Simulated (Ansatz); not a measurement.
The calculation used Ansatz 0.2.0, DFT PBE, scalar-relativistic, plane waves, PAW. Cutoff 420 eV, Γ-centred meshes of about 0.25 Å⁻¹ or finer for metals and 0.3 Å⁻¹ for insulators (2π included), Gaussian smearing. No spin polarisation.

Relaxed structures of Nb₂PdSe₄, with energies over the first row. Coordination counts Se atoms around Nb and Pd (those within 1.25 times the shortest such distance or 1.15 times the sum of covalent radii).

```csv
#,form,sites,V (Å³/atom),coordination,ΔE (meV/atom)
1,Pmma,"Nb 2e, 2f; Pd 2a; Se 4i, 4j",20.2,"Nb 6, Pd 6",0
2,C2/m,"Nb 4i; Pd 2a; Se 4i, 4i",20.2,"Nb 6, Pd 6",23
3,P2/m,"Nb 1f, 1g; Pd 1d; Se 2m, 2n",20.6,"Nb 6, Pd 6",82
4,P-3m1,"Nb 2c; Pd 1a; Se 2d, 2d",20.9,"Nb 6, Pd 6",120
```

A further structure, relaxed alike:

```cif
data_structure
_symmetry_space_group_name_H-M 'P 1'
_symmetry_Int_Tables_number 1
_cell_length_a 3.5523
_cell_length_b 3.5523
_cell_length_c 13.6471
_cell_angle_alpha 90.000
_cell_angle_beta 90.000
_cell_angle_gamma 120.000
_cell_volume 149.14
loop_
_atom_site_label
_atom_site_type_symbol
_atom_site_fract_x
_atom_site_fract_y
_atom_site_fract_z
_atom_site_occupancy
Nb1 Nb 0.00000 0.00000 0.24288 1
Nb2 Nb 0.00000 0.00000 0.75712 1
Pd1 Pd 0.00000 0.00000 0.00000 1
Se1 Se 0.33333 0.66667 0.12516 1
Se2 Se 0.33333 0.66667 0.36434 1
Se3 Se 0.66667 0.33333 0.63567 1
Se4 Se 0.66667 0.33333 0.87484 1
```

**Question.** Place it among the others.

**Answer.** It falls between rows 2 and 3, 47 meV/atom above row 1, with space group P-3m1 (No. 164) and 21.3 Å³/atom. Counting Se atoms around Nb and Pd, this cell and row 1 both have Nb 6, Pd 6. Around Nb lie 6 Se at 2.61–2.64 Å and 1 Pd at 3.31 Å; Pd is surrounded by 6 Se at 2.67 Å and 2 Nb at 3.31 Å; Se on its first site is surrounded by 3 Nb at 2.61 Å and 3 Pd at 2.67 Å; around Se on its second site lie 3 Nb at 2.64 Å.

For metals, differences of a few meV/atom aren't resolved. No dispersion correction is applied, so the spacing and binding between layers, chains or molecules are poorly described (P-3m1 at 21.3 Å³/atom, P-3m1 at 20.9 Å³/atom), and this can change margins and order among such cells. Trial moments fell under 0.15 μB along the way in Pmma, C2/m, P-3m1 and P2/m; another start might hold them. With atoms moved at random, row 1, row 2 and the further cell came back. Row 3 and row 4 had no clear such test and can be saddle points.
